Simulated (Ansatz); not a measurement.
Relaxed-ion elastic tensor of P (A7 (α-As type), R-3m) in GPa (Voigt order), LDA (plane waves, PAW; program Ansatz); density 3.47 g/cm³, 14.83 Å³ per atom.

```
  196   59.2   28.0  -38.2    0.0    0.0
 59.2    196   28.0   38.2    0.0    0.0
 28.0   28.0   89.2    0.0    0.0    0.0
-38.2   38.2    0.0    106    0.0    0.0
  0.0    0.0    0.0    0.0    106  -38.2
  0.0    0.0    0.0    0.0  -38.2   68.5
```

Question: Is the crystal mechanically stable?

Answer: Yes: the smallest eigenvalue of C is 44.6 GPa.

Question: Work out the Voigt, Reuss and Hill averages.

Answer: K_V = 79.1, K_R = 65.9, K_H = 72.5; G_V = 80.3, G_R = 60.4, G_H = 70.4 GPa.

Question: Give Young's modulus, Poisson's ratio, Pugh's ratio and the universal anisotropy index.

Answer: E = 9KG/(3K + G) = 159 GPa; ν = 0.13; K/G = 1.03 (brittle by the Pugh limit of 1.75); A_U = 5G_V/G_R + K_V/K_R − 6 = 1.84.

Question: Estimate the sound speeds and the Debye temperature.

Answer: v_l = √((K + 4G/3)/ρ) = 6920 m/s, v_t = √(G/ρ) = 4500 m/s, mean 4940 m/s; Θ = (h/k)(3n/4πV)^(1/3) v_m = 599 K.

Question: Solve the Christoffel equation for the three sound speeds along x, y, z.

Answer: Eigenvalues of C_ijkl n_j n_l equal ρv². In km/s, slowest first: x 3.58, 6.11, 7.52; y 4.44, 5.14, 7.78; z 5.07, 5.51, 5.51.

Question: How much does each axis shrink under pressure?

Answer: Linear compressibilities β_i = Σ_j S_ij (j = 1 to 3): x 2.9, y 2.9, z 9.4 per TPa.

This is a known high-pressure phase of the composition, computed here at zero pressure and temperature. The LDA relaxation kept the symmetry of its start; its stability against distortions is not shown here. As this level gives no gap, shear constants depend on the k-mesh and smearing (Fermi–Dirac, 0.1 eV here).

Potentials: the later of the program's two PAW sets.
